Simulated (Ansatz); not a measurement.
A (001) slab of Ag (R-3m (No. 166)), 5 planes, outer planes Ag (top) and Ag (bottom), with 5 atoms (Ag5) in a surface cell of A = 7.127 Å², as cut from the bulk:

```yaml
crystal:
  lattice:
    - [2.86874, 0.00000, 0.00000]
    - [-1.43437, 2.48440, 0.00000]
    - [0.00000, 0.00000, 24.35765]
  atoms:
    - { symbol: Ag, position: [0.00000, 0.00000, 0.30791] }
    - { symbol: Ag, position: [0.66667, 0.33333, 0.40390] }
    - { symbol: Ag, position: [0.33333, 0.66667, 0.49988] }
    - { symbol: Ag, position: [0.66667, 0.33333, 0.59610] }
    - { symbol: Ag, position: [0.33333, 0.66667, 0.69209] }
```

Computed with DFT PBEsol, scalar-relativistic, plane waves, PAW in Ansatz. Settings: cutoff 420 eV, Γ-centred mesh 12×12×1 on the computed 5-atom cell, Gaussian smearing of 0.10 eV; no spin polarisation. The cell repeats along c with a dipole correction in the vacuum.

Against the same 5 atoms in the bulk, the slab as cut lies 0.905 eV higher and the relaxed slab 0.904 eV higher.

**Question.** Work out the surface energy before and after relaxation.

**Answer.** The slab has two faces, so γ = (E_slab − N·E_bulk)/(2A), the mean of both. As cut: 0.905/(2 × 7.127) = 0.0635 eV/Å², and 1 eV/Å² = 16.02 J/m², so γ = 1.02 J/m². Relaxed: 0.904/(2 × 7.127) = 0.0634 eV/Å² = 1.02 J/m². Relaxation recovers 0.1 % of the cost of cutting.

**Question.** What is the ideal work of this cut, per area?

**Answer.** Griffith's ideal work is 2γ: 2.03 J/m², whether the new faces relax or not. One thickness was run, 5 planes, so γ can still shift with it.

The reference crystal is a form of Ag, which isn't its usual structure.